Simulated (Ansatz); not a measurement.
The start is a randomly generated symmetric cell of Hf3N4 (space group No. 97). A full variable-cell relaxation at zero pressure is run with PBEsol (plane waves to 420 eV, PAW, scalar-relativistic; Ansatz, a quantum-chemistry and plane-wave program). The first steps use a coarse 7×7×7 k-mesh.

Starting cell:
```
CELL_PARAMETERS angstrom
     -2.52212     2.52212     3.66127
      2.52212    -2.52212     3.66127
      2.52212     2.52212    -3.66127
ATOMIC_POSITIONS crystal
  Hf 0.50000 0.00000 0.50000
  Hf 0.00000 0.50000 0.50000
  Hf 0.00000 0.00000 0.00000
  N  0.59932 0.09932 0.19865
  N  0.90068 0.40068 0.80135
  N  0.09932 0.90068 0.50000
  N  0.40068 0.59932 0.50000
```

Q: How much energy is released per atom?

A: About 1.4 eV/atom.

Q: How does the volume change?

A: -7.0 %, from 13.31 to 12.38 Å³/atom.

Q: How do the shortest distances between atoms change?

A: The closest pairs of elements (up to four, under 3.6 Å), start → end: Hf–N 2.12 → 2.10 Å; N–N 2.15 → 2.85 Å; Hf–Hf 2.52 → 2.78 Å.

Q: Is the relaxed structure metallic? Give its gap.

A: Zero (metallic).

The space group stays I422 (No. 97) (the run could not lower it), with 7 atoms in the primitive cell. Final values are on a 12×12×12 k-mesh of the relaxed cell. The start holds a very short contact (Hf–N 2.12 Å). No spin polarisation in the result.

The run could not lose the symmetry of its start: the end is stationary, and may be a saddle point rather than a minimum.

The relaxed structure here is a generated cell of Hf3N4: the first start was made by a random draw of sites in a space group, and the end was not matched to a known phase here, so it may be hypothetical.
